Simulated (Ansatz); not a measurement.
InAs (wurtzite, P6_3mc) at seven volumes, LDA (plane waves, PAW; program Ansatz), shape and atoms relaxed at each. One row is withheld.

```tsv
V (Å³/atom)	P (GPa)
24.872	?
25.692	4.29
26.512	1.97
27.332	0.01
28.152	-1.65
28.972	-3.04
29.792	-4.20
```

Task: Fit the shown pressures and predict the withheld one.

Result: Third-order Birch–Murnaghan: P = (3/2)B₀(x^(7/2) − x^(5/2))[1 + (3/4)(B′ − 4)(x − 1)] with x = (V₀/V)^(2/3). Least squares on the six rows gives V₀ = 27.335 Å³/atom, B₀ = 59.83 GPa, B′ = 4.72. At V = 24.872, x = 1.0650 and P = 7.06 GPa. The run itself gave 7.05 GPa.

The first step of the workflow began from a Materials Project structure, measured or hypothetical; the Crystallography Open Database copy checked does not list it. It is not the phase usual at ambient conditions (space group No. 216). The LDA relaxation kept the symmetry of its start; whether a distortion lowers the energy is not shown.

Potentials: the later of the program's two PAW sets.
